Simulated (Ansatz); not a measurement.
Structures of Tl$_{2}$Zn: which is lowest?

Plane-wave DFT in Ansatz with scalar-relativistic PAW potentials, cutoff 420 eV, Γ-centred meshes chosen by cell and gap, Gaussian smearing with energies taken to zero width. Every cell was relaxed (cell and atoms) in a run of its own, within the symmetry of its start. Functional: PBE.

Relaxed structures (starts from databases or built by putting these elements on another compound's sites):
A. P4_2/mnm, 6 atoms in the computed cell, a = 7.076 Å, c = 3.619 Å; sites (symmetry × multiplicity) Zn m.mm × 2, Tl m.2m × 4; start: built
B. Pnnm, 6 atoms in the computed cell, a = 6.425 Å, b = 7.408 Å, c = 3.504 Å; sites (symmetry × multiplicity) Zn ..2/m × 2, Tl ..m × 4; start: built
C. P4/nmm, 6 atoms in the computed cell, a = 4.582 Å, c = 7.878 Å; sites (symmetry × multiplicity) Zn 4mm × 2, Tl -4m2 × 2 + 4mm × 2; start: built

Rank them by energy. Could pressure change the order?

```tsv
structure	group	E − E(lowest) (meV/atom)	V (Å³/atom)	gap on mesh (eV)
B	Pnnm	0.0	27.80	0.00
C	P4/nmm	5.1	27.56	0.00
A	P4_2/mnm	46	30.20	0.00
```

B is lowest, 5 meV/atom under C. The two lowest differ in volume by under 3 %, too little for a first-order estimate of what pressure does to that pair (other pairs aren't weighed here); with rigid cells even 3 % in favour of the higher one would need about 1 GPa. Other structures may lie lower than all of these, and vibrations aren't counted.

Spin-orbit coupling is left out, which matters for the bands of heavy elements. For Tl, Pb and Bi spin-orbit coupling shifts energies too.